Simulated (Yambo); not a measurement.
G0W0@LDA for CaClOH (space group P6_3mc, No. 186) in Yambo. Reference settings: 3×3×1 Γ-centred k mesh, 235 bands and a 8 Ry block in the screening, 235 bands in G with the Bruneval-Gonze terminator, plasmon pole fitted at 27.2 eV. The LDA gap Γ → Γ on this mesh is 5.07 eV; G0W0 gaps are taken between the same points.

The settings were changed. The gap went from 7.84 eV to 7.73 eV, and the shift of the valence edge from -1.69 eV to -1.41 eV.

Q: Name the change that produced these shifts.
(A) 149 bands in G, no terminator
(B) 7 Ry block
(C) no terminator
(D) 87 bands in W, 87 bands in G

A: A, 149 bands in G, no terminator. The others gave (gap, valence shift): no terminator: 7.79, -1.56 eV; 87 bands in W, 87 bands in G: 7.86, -1.48 eV; 7 Ry block: 7.79, -1.64 eV.

Geometry of the Materials Project entry, not relaxed at this level; primitive cell a = b = 3.8698 Å, c = 9.8098 Å, α = β = 90.00°, γ = 120.00°.

The structure is a Materials Project entry; no match was found in the copy of COD used, and its stability was not checked.

A shift is the quasiparticle energy of the state minus its LDA energy.
